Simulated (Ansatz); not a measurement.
Method: r2SCAN, no spin polarisation; PAW, plane waves to 500 eV, 5×5×5 Γ-centred mesh, fermi-dirac occupations (width 0.1 eV) (Ansatz 0.2.0), atoms fixed.

Computed maps in the lattice plane spanned by a (left to right, 6.63 Å, 20 points from zero) and c (bottom to top, 6.64 Å, 20 points from zero), 120° apart, at height 0.500 along b. The fields are smooth PAW ones with compensation charges, not the true ones near nuclei.

Valence density. Digits on a logarithmic scale: 0 up to 0.03 e/Å³, each further digit a factor of 1.6, 9 from 1.3 e/Å³ up:
```
12345543212468998642
11233321124689998642
10111101235899998532
10000011357999997531
10000123467999976432
21112345567787765543
32234566666666666654
33346898765556789864
33469999654456999964
34589998543458999854
34699996544569999643
34689876555678986433
34566666666666654322
23455677877655432111
12346799997643210000
11357999997531100000
12358999985321011110
12468999864211233321
12468998642123455432
22467776422246777642
```

ELF. Ten even steps from '0' (0.02) to '9' (0.84):
```
01689986101699999961
00366630016896469861
00011000158861168851
00000000378841488730
00000013589866898531
10001123589888985321
10012222378778732222
10122111245554211122
11221001232232100122
12210801221221080122
12210012322321001221
12211124555421112210
12222378778732222100
11235898889853211000
01358986689853100000
00378841488730000000
01588611688510001100
01689646986100366630
01699999961016899861
01799999710179999971
```

Q: The cell is TlGaSe2. Which atoms lie within 0.2 Å of this plane, and where (fractions of a and c)?

A: Ga at (0.75, 0.50), Ga at (0.25, 0.50), Se at (0.67, 0.84), Se at (0.33, 0.16). The whole cell:
```xyz
8
Lattice="0.0000 0.0000 6.6290 4.0696 -4.0696 3.3145 4.0696 4.0696 -3.3145" Properties=species:S:1:pos:R:3 pbc="T T T"
Ga    4.0696    0.0000    4.9717
Ga    4.0696    0.0000    1.6572
Se    5.4533    1.3837    3.3145
Se    2.6859    1.3837    0.0000
Se    2.6859   -1.3837    3.3145
Se    5.4533   -1.3837    6.6290
Tl    0.0000    0.0000    1.6572
Tl    0.0000    0.0000    4.9717
```

Origin: a known structure type with other elements, at an estimated volume, so it need not be a known compound.
